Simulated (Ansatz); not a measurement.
Input:

AlCo:
```cif
data_AlCo
_chemical_formula_sum 'Co1 Al1'
_space_group_name_H-M_alt 'P 1'
_space_group_IT_number 1
_cell_length_a 2.85176
_cell_length_b 2.85176
_cell_length_c 2.85176
_cell_angle_alpha 90.000
_cell_angle_beta 90.000
_cell_angle_gamma 90.000
loop_
_space_group_symop_operation_xyz
  'x, y, z'
loop_
_atom_site_label
_atom_site_type_symbol
_atom_site_fract_x
_atom_site_fract_y
_atom_site_fract_z
_atom_site_occupancy
Co1 Co 0.50000 0.50000 0.50000 1
Al1 Al 0.00000 0.00000 0.00000 1
```

This is the PBE-relaxed structure.

### Question
All from PBE in the plane-wave PAW code Ansatz, unless another level is named. Give the density of states at the Fermi level.

### Answer
0.33 states/eV per atom (mean over ±0.08 eV).

### Question
Predict the formation energy from the elements (no fitted shifts).

### Answer
-0.59 eV/atom.

Space group Pm-3m (CsCl type). The cell was relaxed with PBE under the symmetry of its start. The workflow began spin-polarised and lost its moments. The cell computed holds one magnetic atom, so no antiferromagnetic order was within reach. The references are the lowest solids computed at this level, not always the standard phases.

Potentials: the earlier of the program's two PAW sets.
